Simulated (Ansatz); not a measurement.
# Data sheet: NbP (DFT)

NbP:
Space group Cmcm (No. 63); a = 3.1936 Å, b = 8.9221 Å, c = 4.3271 Å, α = 90.00°, β = 90.00°, γ = 90.00°

```json
[
 {"atom": "P", "site": "4c", "symmetry": "m2m", "x": "0.0000", "y": "0.5928", "z": "0.2500"},
 {"atom": "Nb", "site": "4c", "symmetry": "m2m", "x": "0.0000", "y": "0.1266", "z": "0.7500"}
]
```
(The calculation used a cell of 4 atoms; values per cell refer to that cell.)

Space group Cmcm (No. 63); conventional cell a = 3.194 Å, b = 8.922 Å, c = 4.327 Å, α = β = γ = 90.00°.

Method: PBE (plane waves, PAW; program Ansatz). The cell and atoms are relaxed at this level. Other levels are named where they apply.

Cell and energy:

Volume per atom: 15.41 Å³
Density: 6.67 g/cm³
Formation energy from the elements (no fitted shifts): -0.79 eV/atom

Electronic structure:

- Electronic character: metallic (no gap)
- Density of states at the Fermi level: 0.55 states/eV per atom (mean over ±0.08 eV)

Mechanics:

* **Bulk modulus (Birch–Murnaghan fit)**: 157 GPa
* **Pressure derivative B′**: 5.8

A made-up cell: these elements were put on the sites of a structure type; neither database checked (COD, Materials Project) lists it. COD files the formula under space group No. 141, so this cell is another polymorph or a model. Its standing as an ambient phase is unchecked. The cell was relaxed with PBE under the symmetry of its start; whether a distortion lowers the energy is not shown. The run is not spin-polarised. The references are the lowest solids computed at this level, not always the standard phases. Spin–orbit coupling is left out wherever it is not named.

Potentials: the later of the program's two PAW sets.
